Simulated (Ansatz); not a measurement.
VO2 (rutile)

```xyz
6
Lattice="4.5836 0.0000 0.0000 0.0000 4.5836 0.0000 0.0000 0.0000 2.8386" Properties=species:S:1:pos:R:3 pbc="T T T"
V      0.0000     0.0000     0.0000
V      2.2918     2.2918     1.4193
O      1.3752     1.3752     0.0000
O      3.6670     0.9166     1.4193
O      0.9166     3.6670     1.4193
O      3.2084     3.2084     0.0000
```

The volume is varied about the relaxed value V₀ at fixed cell shape. The atoms relax within the cell's symmetry.

Level of theory: PBE (plane waves to 420 eV, PAW, scalar-relativistic; Ansatz, a quantum-chemistry and plane-wave program). k mesh 10×10×16 (Γ-centred), Fermi-Dirac smearing 0.05 eV. The energy includes the smearing's −TS. Compression counts positive. Relaxed VO2 ends ferromagnetic. This is a high-temperature form of VO2. VO2 is run spin-polarised and with no Hubbard U. VO2 was relaxed with its symmetry unable to fall. The magnetic order is the one the run started from; other orders were not tried. ΔE is measured from the relaxed starting cell.

| V/V₀ | P (GPa) | moment (μB/cell) | ΔE (meV/atom) |
|---|---|---|---|
| 0.940 | 16.3 | 1.98 | 29 |
| 0.952 | 12.6 | 1.99 | 18 |
| 0.964 | 9.1 | 1.99 | 10 |
| 0.976 | 5.9 | 2.00 | 4 |
| 0.988 | 2.8 | 2.00 | 1 |
| 1.000 | 0.0 | 2.00 | 0 |
| 1.012 | -2.6 | 2.00 | 1 |
| 1.024 | -5.0 | 2.00 | 4 |
| 1.036 | -7.3 | 2.00 | 8 |
| 1.048 | -9.4 | 2.00 | 15 |
| 1.060 | ___ | 2.00 | 22 |

**Question.** Complete the blanks.

**Answer.** 
- 1.060, P (GPa): -11.2

(Under strain, the slope of the energy per volume gives the stress and its curvature an elastic modulus.)
